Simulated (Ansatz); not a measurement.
Starting cell, Si (diamond):

```
Si
1.0
    0.00000     5.46988     5.46988
    2.73494     2.73494     5.46988
    2.73494     2.73494     0.00000
Si
4
Direct
  0.00000   0.50000   0.50000
  0.50000   0.50000   0.50000
  0.00000   0.75000   0.75000
  0.50000   0.75000   0.75000
```

The atoms are displaced by Q × the pattern below (from a DFPT mode at X = (0.5, 0.5, 0.0), largest move 1; Q in Å), at fixed cell. It is one choice among 2 degenerate patterns. (q is in reciprocal vectors of the primitive cell; the cell shown is doubled to hold the pattern.)

```tsv
atom	x	y	z
Si1	-0.661	0.751	0.000
Si2	0.661	-0.751	0.000
Si3	-0.751	0.661	0.000
Si4	0.751	-0.661	0.000
```

Computed with PBE (plane waves to 420 eV, PAW, scalar-relativistic; Ansatz, a program for electronic structure). k mesh 10×10×10 (Γ-centred), Fermi-Dirac smearing 0.05 eV. Si was relaxed with its symmetry unable to fall. The PAW data are Ansatz's earlier set. 

```tsv
Q (Å)	−dE/dQ from forces (eV/Å)
-0.100	8.436
-0.083	6.979
-0.067	5.549
-0.050	4.141
-0.033	2.751
-0.017	1.373
0.000	0.000
0.017	-1.373
0.033	-2.751
0.050	-4.141
0.067	-5.549
0.083	-6.979
0.100	-8.436
```

What harmonic wavenumber does the curvature at Q = 0 give?

446 cm⁻¹. E″ = 82.30 eV/Å², M = Σ mᵢ|uᵢ|² = 112.3 u, ν̃ = 521.5·√(|E″|/M).

(A displaced cell: forces are minus the slopes of the energy, force constants its curvatures, and phonons follow from these.)
